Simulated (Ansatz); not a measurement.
LaTiO3 (cubic perovskite)

```xyz
5
Lattice="3.9057 0.0000 0.0000 0.0000 3.9057 0.0000 0.0000 0.0000 3.9057" Properties=species:S:1:pos:R:3 pbc="T T T"
La     0.0000     0.0000     0.0000
Ti     1.9528     1.9528     1.9528
O      0.0000     1.9528     1.9528
O      1.9528     0.0000     1.9528
O      1.9528     1.9528     0.0000
```

The slice is a {100} plane (indices of the conventional cell) through the point (0.500, 0.500, 0.500) (fractional), spanned by u = [100] and v = [010] in vectors of this cell: u (3.91 Å) and v (3.91 Å, at 90° to u). It covers one period; positions are fractions (u, v).

Level of theory: PBEsol (plane waves to 420 eV, PAW, scalar-relativistic; Ansatz, a quantum-chemistry and plane-wave program). k mesh 12×12×12. These are valence fields of a PAW run, semicore shells included where kept as valence: close to a nucleus they are smooth pseudo fields. LaTiO3 is run without spin polarisation and with no Hubbard U. LaTiO3 was relaxed with its symmetry unable to fall. This is one of several known forms of LaTiO3; the measured ambient cells at hand have space group No. 62.

**Question.** What is the valence density on the shortest Ti–O line in this plane (1.95 Å), at its midpoint?

**Answer.** 0.69 e/Å³.

**Question.** What is the ELF at the midpoint of the shortest Ti–O line in this plane (1.95 Å)?

**Answer.** 0.18.

**Question.** Predict the map of the electrostatic potential energy of an electron, from the cell's mean on the slice.

**Answer.** 
| v \ u | 0.00 | 0.10 | 0.20 | 0.30 | 0.40 | 0.50 | 0.60 | 0.70 | 0.80 | 0.90 |
|---|---|---|---|---|---|---|---|---|---|---|
| 0.90 | x | x | <2.0 | 5.4 | x | x | x | 5.4 | <2.0 | x |
| 0.80 | x | <2.0 | 3.2 | 8.4 | 8.8 | x | 8.8 | 8.4 | 3.2 | <2.0 |
| 0.70 | x | 5.4 | 8.4 | 9.9 | 10.1 | 10.0 | 10.1 | 9.9 | 8.4 | 5.4 |
| 0.60 | x | x | 8.8 | 10.1 | 9.3 | 8.8 | 9.3 | 10.1 | 8.8 | x |
| 0.50 | x | x | x | 10.0 | 8.8 | 8.5 | 8.8 | 10.0 | x | x |
| 0.40 | x | x | 8.8 | 10.1 | 9.3 | 8.8 | 9.3 | 10.1 | 8.8 | x |
| 0.30 | x | 5.4 | 8.4 | 9.9 | 10.1 | 10.0 | 10.1 | 9.9 | 8.4 | 5.4 |
| 0.20 | x | <2.0 | 3.2 | 8.4 | 8.8 | x | 8.8 | 8.4 | 3.2 | <2.0 |
| 0.10 | x | x | <2.0 | 5.4 | x | x | x | 5.4 | <2.0 | x |
| 0.00 | x | x | x | x | x | x | x | x | x | x |

Values: electrostatic potential energy of an electron, from the cell's mean, in eV. Points within 0.8 Å of a nucleus are blanked (x), as the pseudised field means little there. Values under 2 eV are set to 2. The zero, the cell's mean, hangs on the PAW cores.
